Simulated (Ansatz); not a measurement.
**Strain and the gap of LaBi (zincblende)**

LaBi in the zincblende structure, relaxed with r2SCAN in the plane-wave code Ansatz. It is cubic, F-43m (No. 216); a = 7.388 Å in the conventional setting, 50.41 Å³ an atom. La has 4 Bi at 3.20 Å; Bi has 4 La at 3.20 Å.

The axes x, y and z are those of this cell:
```
CELL_PARAMETERS angstrom
0.00000 3.69402 3.69402
3.69402 0.00000 3.69402
3.69402 3.69402 0.00000
ATOMIC_POSITIONS crystal
La 0.00000 0.00000 0.00000
Bi 0.25000 0.25000 0.25000
```

Unstrained: With HSE06 the gap is 1.738 eV and direct, at W. Meshes: HSE06 4×4×4. Strains are changes of length per length. After each strain the atoms were relaxed again with r2SCAN within the symmetry that the strain leaves, so tilts or polar shifts that break it weren't tested; points keep the names that they have in the unstrained zone. Values at 0 K without nuclear motion; spin polarisation is off, and the phase may be a hypothetical one.

Changes of the least gap in eV (an overlap counts as a negative gap):
```csv
strain,volume change (%),space group,HSE06
uniaxial -2.0 % along z,-2.0,I-4m2,-0.053
"epitaxial -4.0 % in the xy plane, free normal strain +6.62 %",-1.7,I-4m2,-0.307
uniaxial +2.0 % along [111],+2.0,R3m,+0.005
"epitaxial -2.5 % in the xy plane, free normal strain +4.35 %",-0.8,I-4m2,-0.169
uniaxial +2.0 % along x,+2.0,I-4m2,-0.009
```

Uniaxial -2.0 % along z, other directions held. HSE06: the gap goes from 1.738 to 1.685 eV (-0.053 eV).

Epitaxial -4.0 % in the xy plane, free normal strain +6.62 %. HSE06: the gap goes from 1.738 to 1.431 eV (-0.307 eV); the edges move from W to X.

Uniaxial +2.0 % along [111], other directions held. HSE06: the gap goes from 1.738 to 1.743 eV (+0.005 eV); it turns from direct (W) to indirect (X → W [(-1/2, -1/4, 1/4)]); least and direct gap lie within 0.04 eV, so its kind isn't settled.

Epitaxial -2.5 % in the xy plane, free normal strain +4.35 %. HSE06: the gap goes from 1.738 to 1.569 eV (-0.169 eV); the edges move from W to X.

Uniaxial +2.0 % along x, other directions held. HSE06: the gap goes from 1.738 to 1.729 eV (-0.009 eV); least and direct gap lie within 0.04 eV, so its kind isn't settled.

Spin-orbit coupling is left out; in compounds of Pb, Bi, Tl or Hg it can lower a gap by up to about 1 eV, split its edges or invert the bands.

The meshes of the hybrids are coarse, so their gaps aren't converged to the digits shown.
